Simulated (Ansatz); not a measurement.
Relaxed CdSe (wurtzite):

```
CdSe
1.0
    4.30194     0.00000     0.00000
   -2.15097     3.72559     0.00000
    0.00000     0.00000     7.02113
Cd Se
2 2
Direct
  0.66667   0.33333   0.00046
  0.33333   0.66667   0.50046
  0.66667   0.33333   0.62474
  0.33333   0.66667   0.12474
```

In this cell atom 1 (Cd, nearest neighbour Se at 2.633 Å; its periodic images, 4.3 Å or more away, move with it) is moved by s towards the nearest neighbour, unit vector (-0.817, 0.472, 0.331); all other atoms and the cell stay fixed.

The numbers are results of PBEsol (plane waves to 420 eV, PAW, scalar-relativistic; Ansatz, a first-principles code), not measurements. k mesh 7×7×4 (Γ-centred), Fermi-Dirac smearing 0.05 eV. E stands for the smeared free energy. CdSe was relaxed with its symmetry unable to fall. ΔE is measured from the undisplaced structure.

The scan covers s from -0.260 to 0.260 Å in 11 points.

Question: Is this a single well or a double well?

Answer: A single well with its minimum at or next to zero displacement.

Question: Is the energy the same for displacements of ±0.260 Å, and if not, which side lies higher?

Answer: Not even: the positive side lies higher at ±0.260 Å. With its periodic images moving along, the atom's site symmetry in this cell is 3m..

Question: What is the energy change at s = 0.260 Å?

Answer: 237.5 meV/cell.

Question: What force acts on the atom along the line at s = -0.260 Å?

Answer: 0.740 eV/Å.

Question: What is the force constant k = d²E/ds² of this move at s = 0?

Answer: 4.84 eV/Å².

(A displaced cell: forces are minus the slopes of the energy, force constants its curvatures, and phonons follow from these.)
